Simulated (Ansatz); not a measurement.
GaP (zinc blende) was relaxed and computed twice in Ansatz (plane waves, PAW), once with HSE06 and once with PBE.

```json
[
 {"": "cell", "run 1": "a = 5.507 Å, b = 5.507 Å, c = 5.507 Å, α = 90.00°, β = 90.00°, γ = 90.00°", "run 2": "a = b = c = 5.465 Å, α = β = γ = 90.00°"},
 {"": "gap (eV)", "run 1": "1.58", "run 2": "2.27"},
 {"": "B₀ by P(V) fit (GPa)", "run 1": "76.6", "run 2": "87.7"}
]
```

Which run used which functional?

Run 1 is PBE, run 2 is HSE06.

All cells were relaxed under the symmetry of their starts (and spin orders); stability against distortions was not tested throughout. Scalar-relativistic: spin–orbit coupling is off unless named, which matters more the heavier the elements.

Potentials: the earlier of the program's two PAW sets. The files were generated under PBE; for other functionals the program regenerates the frozen cores, and for LDA and PBEsol the local potential too.

Ansatz (a program for electronic structure) is a plane-wave DFT program.
